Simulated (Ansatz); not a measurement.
## Every step of a relaxation of Re

DFT, PBE, PAW with Ansatz's default frozen-core files, scalar-relativistic (Ansatz 0.2.0); a Γ-centred 21×21×12 k mesh, Fermi–Dirac smearing of 0.05 eV, no spin polarisation. The run relaxes cell and atoms at a target pressure of 0 GPa.

Command: `ansatz run input.yaml --threads 1 --pin off --max-ram 3072MiB --backend cpu --events-out ev --progress --plain --runs-dir out` It took 30 s on 1 thread of Arm Neoverse V2, with other jobs on the host, peak memory 0.43 GiB.

PAW: frozen-core files, cutoff 420 eV; forces are relaxed below 0.003 eV/Å.

Each step lists its free energy a cell above the last geometry, the pressure, the cell vectors (Å), and Cartesian positions (Å) with forces (eV/Å).

The first step:

```
step 1  dF = 8.18 meV  P = 5.99 GPa
  cell 2.7608 0.0000 0.0000  -1.3804 2.3909 0.0000  0.0000 0.0000 4.4582
  Re 0.0000 1.5939 1.1145   0.0000 0.0000 0.0000
  Re 1.3804 0.7970 3.3436   0.0000 0.0000 0.0000
```

Spin–orbit coupling is left out, which matters for the heavy atoms.

Q: Where does the relaxation end, and by which steps?

A: After 4 geometries, with conventional a, b, c = 2.776, 2.776, 4.482 Å, at 14.950 Å³/atom (+1.60 % against the start) in space group P6_3/mmc, with a shortest distance of 2.755 Å. The further steps:
```
step 2  dF = 50.53 meV  P = -12.93 GPa  (not accepted)
  cell 2.8127 0.0000 0.0000  -1.4064 2.4359 0.0000  0.0000 0.0000 4.5359
  Re 0.0000 1.6239 1.1340   0.0000 0.0000 0.0000
  Re 1.4064 0.8120 3.4019   0.0000 0.0000 0.0000
step 3  dF = 0.07 meV  P = -0.39 GPa
  cell 2.7766 0.0000 0.0000  -1.3883 2.4046 0.0000  0.0000 0.0000 4.4830
  Re 0.0000 1.6031 1.1208   0.0000 0.0000 0.0000
  Re 1.3883 0.8015 3.3623   0.0000 0.0000 0.0000
step 4  dF = 0.00 meV  P = -0.01 GPa
  cell 2.7755 0.0000 0.0000  -1.3878 2.4037 0.0000  0.0000 0.0000 4.4818
  Re 0.0000 1.6024 1.1205   0.0000 0.0000 0.0000
  Re 1.3878 0.8012 3.3614   0.0000 0.0000 0.0000
step 5  dF = -0.50 meV  P = -0.01 GPa  (same geometry on a basis chosen anew; earlier energies don't compare to the last digit)
  cell 2.7755 0.0000 0.0000  -1.3878 2.4037 0.0000  0.0000 0.0000 4.4818
  Re 0.0000 1.6024 1.1205   0.0000 0.0000 0.0000
  Re 1.3878 0.8012 3.3614   0.0000 0.0000 0.0000
```
